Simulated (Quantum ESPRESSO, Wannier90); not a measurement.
**Tight-binding from DFT: Te (C2/m)**

```yaml
crystal:
  lattice:
    - [3.82029, -2.14820, 0.00000]
    - [3.82029, 2.14820, 0.00000]
    - [-0.09429, 0.00000, 5.97609]
  atoms:
    - { symbol: Te, position: [0.69055, 0.69055, 0.66119] }
    - { symbol: Te, position: [0.30945, 0.30945, 0.33881] }
    - { symbol: Te, position: [0.00000, 0.00000, 0.00000] }
```

Structure: Materials Project mp-570459, symmetrised, not relaxed again. Not found in the COD (Crystallography Open Database) copy used, which has the formula in other groups; not checked further. Method: LDA plane waves in Quantum ESPRESSO 7.5 (PseudoDojo norm-conserving files, 66 Ry, no spin polarisation, no spin-orbit coupling), Bloch states on a 6×6×4 mesh through Γ, Wannier90 4.0.1. Density: 8×8×6 mesh, cold smearing 0.01 Ry. Spin-orbit coupling is left out although heavy elements are present.

The lattice is scaled uniformly with fixed fractional positions (axis ratios and free coordinates are held, so this isn't the response to pressure), and at each scale an atom-like model (Te sp; disentangled, num_iter = 0) is made. Listed is the largest hopping of each kind of orbital pair shown, with the distance of the two functions' centres at scale 1; the mesh was not varied.

```tsv
scale	modulus of t, Te3 px–Te1 pz at 3.10 Å (eV)	modulus of t, Te2 s–Te1 py at 3.05 Å (eV)	modulus of t, Te2 s–Te1 s at 3.03 Å (eV)
0.950	1.355	1.046	0.772
0.975	1.236	0.937	0.672
1.000	1.126	0.838	0.585
1.025	1.024	0.747	0.508
1.050	0.932	0.666	0.441
```

### Question
With |t| ∝ d^(−η), find η for each hopping from the ends of the series.

### Answer
- Te3 px–Te1 pz at 3.10 Å: η = −ln(0.932/1.355)/ln(1.050/0.950) = 3.7
- Te2 s–Te1 py at 3.05 Å: η = −ln(0.666/1.046)/ln(1.050/0.950) = 4.5
- Te2 s–Te1 s at 3.03 Å: η = −ln(0.441/0.772)/ln(1.050/0.950) = 5.6
Harrison's rules would take η = 2.0, 2.0, 2.0 for these pairs; they describe atomic orbitals, while these are orthogonalised and change shape with the volume.
